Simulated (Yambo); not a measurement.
Yambo run on SrMgH$_{4}$ (space group Cmc2_1, No. 36). The wavefunctions come from this Quantum ESPRESSO step (LDA, PseudoDojo standard norm-conserving files, scalar-relativistic):

```
&CONTROL
  calculation = 'nscf'
  pseudo_dir = './pseudo'
  outdir = './out'
/
&SYSTEM
  ibrav = 0
  nat = 12
  ntyp = 3
  ecutwfc = 84.0
  ecutrho = 336.0
  occupations = 'fixed'
  force_symmorphic = .true.
  nbnd = 159
/
&ELECTRONS
  conv_thr = 1.2000000000000002e-08
  diago_full_acc = .true.
  diago_thr_init = 1e-08
/
ATOMIC_SPECIES
H 1.0080 H.upf
Mg 24.3050 Mg.upf
Sr 87.6200 Sr.upf
CELL_PARAMETERS angstrom
  1.978965000000  -6.737810000000   0.000000000000
  1.978965000000   6.737810000000   0.000000000000
  0.000000000000   0.000000000000   5.576230000000
ATOMIC_POSITIONS crystal
H   0.333970000000   0.666030000000   0.014660000000
H   0.666030000000   0.333970000000   0.514660000000
H   0.299500000000   0.700500000000   0.491670000000
H   0.700500000000   0.299500000000   0.991670000000
H   0.074020000000   0.925980000000   0.822400000000
H   0.925980000000   0.074020000000   0.322400000000
H   0.538600000000   0.461400000000   0.133490000000
H   0.461400000000   0.538600000000   0.633490000000
Mg   0.415020000000   0.584980000000   0.291420000000
Mg   0.584980000000   0.415020000000   0.791420000000
Sr   0.151060000000   0.848940000000   0.245360000000
Sr   0.848940000000   0.151060000000   0.745360000000
K_POINTS automatic
4 4 2 0 0 0
```

Yambo input:

```
rim_cut
gw0
dyson
el_el_corr
HF_and_locXC
ppa
em1d
RandQpts= 1000000
RandGvec= 1 Ry
EXXRLvcs= 84 Ry
VXCRLvcs= 336 Ry
Chimod= "HARTREE"
% BndsRnXp
 9 | 158 |
%
NGsBlkXp= 6 Ry
% LongDrXp
 1.0 | 1.0 | 1.0 |
%
PPAPntXp= 27.2114 eV
% GbndRnge
 1 | 158 |
%
GTermKind= "BG"
DysSolver= "n"
ExtendOut
% QPkrange
 1 | 1 | 24 | 25 |
 2 | 2 | 24 | 25 |
 3 | 3 | 24 | 25 |
 5 | 5 | 24 | 25 |
 6 | 6 | 24 | 25 |
 9 | 9 | 24 | 25 |
 13 | 13 | 24 | 25 |
 14 | 14 | 24 | 25 |
%
```

k points by index: 1 = Γ, 2 = (0, 0, -0.5), 3 = (0, 0.25, 0), 5 = (0, -0.5, 0), 6 = (0, -0.5, -0.5), 9 = (0.25, -0.5, 0), 13 = (-0.5, -0.5, 0), 14 = (-0.5, -0.5, -0.5).

The o-*.qp file then holds:

```
#    K-point    Band    Eo [eV]    E [eV]    E-Eo [eV]    Vxc [eV]    Vnlxc [eV]    Sc|Eo [eV]    Sc|E [eV]    dSc/dw|Eo [eV]    Re(Z)    Im(Z)
#
    1    24    -0.572440    -1.659082    -1.086642    -11.26278    -14.38773    1.752825    2.038310    -7.148139    0.791957    -0.001614
    1    25    3.138324    3.933811    0.795487    -8.925296    -4.400294    -3.554641    -3.729515    -5.980834    0.819810    -0.001461
    2    24    -0.245167    -1.290862    -1.045696    -11.23498    -14.20885    1.652391    1.928172    -7.175583    0.791325    -0.001606
    2    25    3.790320    4.762144    0.971824    -9.472288    -4.485663    -3.798542    -4.014800    -6.054290    0.817999    -0.001442
    3    24    -1.043914    -2.097057    -1.053144    -11.03478    -14.19374    1.824019    2.105813    -7.280089    0.788927    -0.001662
    3    25    2.491470    3.303509    0.812039    -8.672220    -4.193203    -3.493854    -3.666978    -5.800347    0.824292    -0.001414
    5    24    -1.218013    -2.292958    -1.074945    -11.02556    -14.32043    1.929322    2.219924    -7.355325    0.787210    -0.001704
    5    25    2.639206    3.480832    0.841626    -8.913888    -4.418300    -3.474700    -3.653963    -5.794903    0.824428    -0.001407
    6    24    -1.389741    -2.485599    -1.095858    -10.83123    -14.12121    1.899877    2.194126    -7.305455    0.788347    -0.001796
    6    25    3.341773    4.139207    0.797434    -8.695374    -4.086766    -3.638578    -3.811173    -5.888457    0.822098    -0.001439
    9    24    -0.630636    -1.669902    -1.039266    -11.13157    -14.18058    1.734889    2.009738    -7.195524    0.790866    -0.001629
    9    25    2.529494    3.354928    0.825434    -8.795679    -4.285937    -3.507877    -3.684309    -5.815243    0.823920    -0.001413
    13    24    0.000000    -1.051150    -1.051150    -11.30708    -14.25088    1.619655    1.892648    -7.066205    0.793850    -0.001582
    13    25    3.283470    4.002339    0.718869    -9.410285    -5.123716    -3.406098    -3.567699    -6.115895    0.816487    -0.001464
    14    24    -0.628473    -1.680311    -1.051838    -11.17031    -14.24746    1.745832    2.025307    -7.229193    0.790093    -0.001629
    14    25    3.760764    4.714610    0.953846    -9.544667    -4.665288    -3.713975    -3.925533    -6.034397    0.818489    -0.001380
```
(The two width columns are left out.) Convergence of these settings isn't established.

Geometry of the Materials Project entry, not relaxed at this level.

The structure is a Materials Project entry; no match was found in the copy of COD used, and its stability was not checked.
